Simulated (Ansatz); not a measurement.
TaAs:
```xyz
4
Lattice="-1.7143 1.7143 5.7921 1.7143 -1.7143 5.7921 1.7143 1.7143 -5.7921" Properties=species:S:1:pos:R:3 pbc="T T T"
Ta     0.0000     1.7143     2.8995
Ta     0.0000     0.0000     0.0035
As     1.7143     0.0000     3.8494
As     0.0000     0.0000     6.7455
```

Relaxed with PBEsol. Special points in fractions of this cell's reciprocal vectors: Γ (0.000, 0.000, 0.000); X (0.000, 0.000, 0.500); P (0.250, 0.250, 0.250); N (0.000, 0.500, 0.000); M (0.500, 0.500, -0.500); S (0.272, 0.728, -0.272); S0 (-0.272, 0.272, 0.272); R (-0.044, 0.044, 0.500); G (0.500, 0.500, -0.044).

List the band energies nearest the Fermi level at these points for the program Ansatz at the PBEsol level (PAW).

In eV from the Fermi level; about four levels below and three above (degenerate sets whole), none deeper than 8.9 eV; points with the same levels are listed once.

```json
[
 {"k": "Γ", "below": "-2.42 -1.98 -1.67 -1.67", "above": "0.89 1.60 2.41"},
 {"k": "X", "below": "-3.22 -3.22 -1.16 -1.16", "above": "2.85 2.85 3.15 3.15"},
 {"k": "P", "below": "-3.23 -3.23 -1.16 -1.16", "above": "2.86 2.86 3.15 3.15"},
 {"k": "N", "below": "-2.52 -2.33 -1.61 -0.24", "above": "0.11 1.41 2.32"},
 {"k": "M", "below": "-2.90 -2.90 -0.95 -0.95", "above": "1.23 1.23 2.38 2.38"},
 {"k": "S", "below": "-2.49 -2.47 -1.77 -0.14", "above": "0.12 1.77 2.17"},
 {"k": "R", "below": "-3.19 -3.19 -1.18 -1.18", "above": "2.70 2.70 3.06 3.06"}
]
```

Space group I4_1md. The PBEsol relaxation kept the symmetry of its start; of distortions, only those at the zone centre were tested. No spin polarisation was allowed. A small band overlap can be real or an error of a semilocal functional. The Fermi level of a semimetal is unsure by some 0.05 eV on such meshes. Spin–orbit coupling is left out wherever it is not named.

Potentials: the earlier of the program's two PAW sets.
